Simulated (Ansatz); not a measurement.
**AgRh: computed property card**

AgRh:
```
CELL_PARAMETERS angstrom
      2.70371     0.00000     0.00000
      0.00000     2.70371     0.00000
      0.00000     0.00000     4.21703
ATOMIC_POSITIONS crystal
  Rh 0.00000 0.00000 0.00000
  Ag 0.50000 0.50000 0.50000
```

Space group P4/mmm (No. 123), L1₀ or tetragonal B2; conventional cell a = 2.704 Å, b = 2.704 Å, c = 4.217 Å, α = 90.00°, β = 90.00°, γ = 90.00°.

Method: DFT-r²SCAN in the program Ansatz with PAW potentials. The cell and atoms are relaxed at this level. Other levels are named where they apply.

**Cell and energy**

- Volume per atom: 15.41 Å³
- Density: 11.35 g/cm³
- Formation energy from the elements (no fitted shifts): 0.35 eV/atom

**Electronic structure**

- Electronic character: metallic (no gap)
- Density of states at the Fermi level: 1.9 states/eV per atom (mean over ±0.08 eV)
- Gap with spin–orbit coupling: none (metallic)

**Mechanics**

Bulk modulus (Birch–Murnaghan fit): 167 GPa
Pressure derivative B′: 5.6

**Charges**

* **Bader charges**: Rh -0.09, Ag +0.09 e

The start of the workflow was typed in or built on a structure type; neither database checked (COD, Materials Project) lists it. Its standing as an ambient phase is unchecked. The r²SCAN relaxation kept the symmetry of its start; whether a distortion lowers the energy is not shown. No spin polarisation was allowed. Its formation energy is positive at this level, so the cell may be metastable or incomplete. Axis ratios of metals converge slowly with the k-mesh, so a and c are less sure than the volume. The references are the lowest solids computed at this level, not always the standard phases. Spin–orbit coupling is left out wherever it is not named.

Potentials: the earlier of the program's two PAW sets.
